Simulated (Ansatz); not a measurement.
A geometry of Pt away from equilibrium: step 7 of the relaxation of a relaxed Pt cell, doubled along one cell vector, shaken by Gaussian noise of σ = 0.08 Å a coordinate. Method: PBE (plane waves to 420 eV, PAW, scalar-relativistic; Ansatz, a first-principles code). Γ-centred k-mesh 13×13×4 on the run's cell (coarser than for final values), Fermi–Dirac smearing 0.05 eV. The plane waves were selected for a different cell earlier on the path.

```xyz
8
Lattice="-3.4218 3.4466 1.3511 3.4287 -3.4491 1.3758 6.9464 7.0011 -2.7153" Properties=species:S:1:pos:R:3 pbc="T T T"
Pt     0.2064     1.9906     1.3784
Pt     3.3868     5.7542    -0.1074
Pt     3.4711     1.1941    -0.6712
Pt     6.5540     5.0224    -1.4281
Pt     1.3299    -0.2179     0.1205
Pt     4.7906     3.4454     0.0873
Pt     5.7927     0.0317     0.0694
Pt     8.9220     3.8620    -1.2136
```

Problem. Give the Cartesian forces on all atoms (eV/Å).

Solution. 
| atom | Fx | Fy | Fz |
|---|---|---|---|
| Pt1 | 0.50 | -0.09 | 0.36 |
| Pt2 | 0.56 | -0.75 | 0.21 |
| Pt3 | 0.17 | -0.41 | -0.18 |
| Pt4 | -0.09 | 0.83 | 0.37 |
| Pt5 | -0.64 | 0.11 | -0.19 |
| Pt6 | -0.82 | 0.18 | -0.44 |
| Pt7 | -0.14 | 0.43 | 0.02 |
| Pt8 | 0.46 | -0.29 | -0.15 |

The path ends in Cmcm (No. 63). No spin polarisation in the result.

The end of the path is a generated cell of Pt: the first start was made by a random draw of sites in a space group, and the end was not matched to a known phase here, so it may be hypothetical. Known forms of Pt include space group No. 225.
